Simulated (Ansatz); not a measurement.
These are results of Ansatz 0.2.0, DFT PBE, scalar-relativistic, plane waves, PAW, not measurements. All cells share a 420 eV cutoff and Γ-centred k meshes spaced at most about 0.3 Å⁻¹ (about 0.25 or finer for metals, 2π included). Collinear spin in cells that started with moments and kept them past the coarse steps, no spin elsewhere.

These are static total energies at zero pressure.

Two relaxed structures of B4MoRu:

1. (site moments Mo 0.2 μB)

```cif
data_structure
_symmetry_space_group_name_H-M 'P-43m'
_symmetry_Int_Tables_number 215
_cell_length_a 4.6194
_cell_length_b 4.6194
_cell_length_c 4.6194
_cell_angle_alpha 90.000
_cell_angle_beta 90.000
_cell_angle_gamma 90.000
_cell_volume 98.57
loop_
_atom_site_label
_atom_site_type_symbol
_atom_site_symmetry_multiplicity
_atom_site_Wyckoff_symbol
_atom_site_fract_x
_atom_site_fract_y
_atom_site_fract_z
_atom_site_occupancy
B1 B 4 e 0.74161 0.74161 0.74161 1
Mo1 Mo 1 a 0.00000 0.00000 0.00000 1
Ru1 Ru 1 b 0.50000 0.50000 0.50000 1
```

2. (no spin)

```cif
data_structure
_symmetry_space_group_name_H-M 'Cmmm'
_symmetry_Int_Tables_number 65
_cell_length_a 7.8592
_cell_length_b 8.0597
_cell_length_c 2.5170
_cell_angle_alpha 90.000
_cell_angle_beta 90.000
_cell_angle_gamma 90.000
_cell_volume 159.44
loop_
_atom_site_label
_atom_site_type_symbol
_atom_site_symmetry_multiplicity
_atom_site_Wyckoff_symbol
_atom_site_fract_x
_atom_site_fract_y
_atom_site_fract_z
_atom_site_occupancy
B1 B 4 i 0.50000 0.26627 0.00000 1
B2 B 4 h 0.71913 0.00000 0.50000 1
Mo1 Mo 2 d 0.00000 0.00000 0.50000 1
Ru1 Ru 2 b 0.50000 0.00000 0.00000 1
```

Question: Which is lower in energy, and by how much?

Answer: Cell 2 is lower, by 275 meV/atom. Cell 1 has space group P-43m (No. 215), 16.4 Å³/atom and no gap on its mesh; cell 2 has space group Cmmm (No. 65), 13.3 Å³/atom and no gap. Counting B atoms around Mo and Ru (those within 1.25 times the shortest such distance or 1.15 times the sum of covalent radii), cell 1 has Mo 4, Ru 4 and cell 2 has Mo 6, Ru 6. Their magnetic states differ too. The denser one is the lower, and pressure would at first widen the difference. Even the lower one lies +1.21 eV/atom against the reference forms of the elements (uncorrected), so neither is stable at this level. In cell 1, B is surrounded by 1 Ru at 1.93 Å and 1 Mo at 2.07 Å; around Mo lie 4 B at 2.07 Å; Ru is surrounded by 4 B at 1.93 Å. In cell 2, B on a site of symmetry m2m is surrounded by 1 Ru at 2.15 Å, 2 Mo at 2.27 Å and 2 B at 2.52 Å; around Mo lie 6 B at 2.21–2.27 Å and 2 Mo at 2.52 Å; Ru has 6 B at 2.13–2.15 Å and 2 Ru at 2.52 Å; 1 more site not described. Both come from invented guesses. A third cell relaxed alike, in P6/mmm, lies 1.29 eV/atom below the lower of the two.

A magnetic state wasn't ruled out in cells without spin, among them Cmmm. The magnetic state reached may not be the lowest. Cells relaxed within their symmetry can be saddle points. Some types were kept out of the candidates beforehand, so the set may lack a known form.
